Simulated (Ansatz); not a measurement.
## What DFT gives for Rb

```xyz
1
Lattice="-2.8421 2.8421 2.8421 2.8421 -2.8421 2.8421 2.8421 2.8421 -2.8421" Properties=species:S:1:pos:R:3 pbc="T T T"
Rb    0.0000    0.0000    0.0000
```

The numbers come from plane-wave PAW DFT (Ansatz): r2SCAN, no spin polarisation, 500 eV, 8×8×8 Γ-centred k points, methfessel-paxton occupations (width 0.1076 eV). Nothing was relaxed.

Stress: The pressure is 0.1 GPa (compression positive), so with the atoms held at these fractions the cell is close to zero pressure.
Electronic structure: It is a metal, with about 0.94 states/eV a cell as the mean within 0.25 eV of the Fermi level, mostly Rb s (85 %).
Contacts: Rb–Rb at 4.92 Å: least valence density 0.01 e/Å³ and ELF 0.17 there, so no covalent bond. Both are smooth PAW fields, read partly inside the augmentation spheres.

Origin: a database entry at a rescaled volume.
